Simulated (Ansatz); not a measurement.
ZnSnO3:
```
ZnSnO3
1.0
    2.61269     1.50844     4.62093
   -2.61269     1.50844     4.62093
    0.00000    -3.01688     4.62093
Zn Sn O
2 2 6
Cartesian
  0.00000   0.00000   9.91637
  0.00000   0.00000   2.98497
  0.00000   0.00000  13.82876
  0.00000   0.00000   6.89736
 -1.03070   1.47470   5.95427
  1.79248   0.15527   5.95427
 -0.76178  -1.62997   5.95427
  0.82021  -1.35317   8.26474
  0.76178   1.38691   8.26474
 -1.58199  -0.03374   8.26474
```

Cartesian axes are those of the cell as given.

Problem. Give the proper piezoelectric stress tensor with relaxed ions from DFT-LDA in the program Ansatz with PAW potentials.

Solution. In C/m², rows x, y, z, Voigt columns; mesh uncertainty up to 0.00.
```
 0.00   0.00   0.00   0.00   0.46  -0.06
-0.06   0.06   0.00   0.46   0.00   0.00
 0.82   0.82   0.61   0.00   0.00   0.00
```

The elastic tensor of the same run (GPa):

```
 339   165   135   1.1   0.0   0.0
 165   339   135  -1.1   0.0   0.0
 135   135   266   0.0   0.0   0.0
 1.1  -1.1   0.0  75.5   0.0   0.0
 0.0   0.0   0.0   0.0  75.5   1.1
 0.0   0.0   0.0   0.0   1.1  86.9
```

Problem. Convert to strain constants d = e·S.

Solution. In pC/N:
```
 0.0   0.0   0.0   0.0   6.1  -0.7
-0.4   0.4   0.0   6.1   0.0   0.0
 1.4   1.4   0.9   0.0   0.0   0.0
```

Space group R3c. The LDA relaxation kept the symmetry of its start. Signs of piezoelectric constants follow the polarity of the cell as given. Spin–orbit coupling is left out wherever it is not named.

Potentials: the later of the program's two PAW sets.
